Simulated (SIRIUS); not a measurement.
Consider a self-consistent single point of Ge (Imma, 4 atoms in the cell; from Materials Project mp-1061054, changed as shown).

```xyz
4
Lattice="4.8920 0.0000 0.0000 0.0000 5.1957 0.0000 0.0000 0.0000 2.8164" Properties=species:S:1:pos:R:3 pbc="T T T"
Ge     0.0000     3.8968     2.6360
Ge     0.0000     1.2989     0.1804
Ge     2.4460     1.2989     1.2278
Ge     2.4460     3.8968     1.5886
```

Method: LDA (PW92), FP-LAPW (LAPW with two local orbitals a valence shell; core below -3 Ha), all-electron full potential with ZORA scalar-relativistic valence and Dirac core in SIRIUS.

SIRIUS settings:

| setting | value |
|---|---|
| parameters.ngridk | 6 6 10 |
| basis | LAPW with two local orbitals a valence shell, core below -3 Ha |
| unit_cell.atom_type_rmt | {Ge: 2.4} bohr |
| parameters.xc_functionals | [XC_LDA_X, XC_LDA_C_PW] |
| parameters.aw_cutoff | 7 |
| parameters.pw_cutoff | 16 1/bohr |
| parameters.smearing | fermi_dirac |
| parameters.smearing_width | 0.00183747 Ha |
| parameters.electronic_structure_method | full_potential_lapwlo |
| parameters.lmax_apw | 8 |
| parameters.lmax_rho | 8 |
| parameters.lmax_pot | 8 |
| parameters.auto_rmt | 0 |
| parameters.num_fv_states | 34 |
| parameters.num_mag_dims | 0 |
| parameters.num_dft_iter | 100 |
| parameters.energy_tol | 1e-07 Ha |
| parameters.density_tol | 1e-06 |
| mixer.type | anderson |
| mixer.beta | 0.4 |
| mixer.use_hartree | true |

Results:

Number of valence electrons: 56
Number of bands: 34
Number of k-points after the program's reduction: 96
Size of the basis: 282
Number of SCF iterations: 10
FFT grid: 50 × 54 × 30
Free energy E − TS: -228159.7815 eV
Fermi level (on the code's own zero): 6.86 eV
Largest force (vector length): 0.050 eV/Å

Forces (eV/Å):
```tsv
atom	Fx	Fy	Fz
Ge1	0.000	0.000	-0.050
Ge2	0.000	0.000	0.050
Ge3	0.000	0.000	-0.050
Ge4	0.000	0.000	0.050
```

For comparison: a first run was changed to give this one (lattice scaled by 0.98), and from it to this one the free energy goes down by 11.4 meV/atom and the largest force goes from 0.043 to 0.050 eV/Å.

The structure comes from a collection of computed structures, made at another level of theory; the collection holds predicted forms beside known ones. Values depend on the basis (sphere radii, cutoffs, local orbitals), which need not be converged.

Cost on one core: roughly 50 core-seconds.
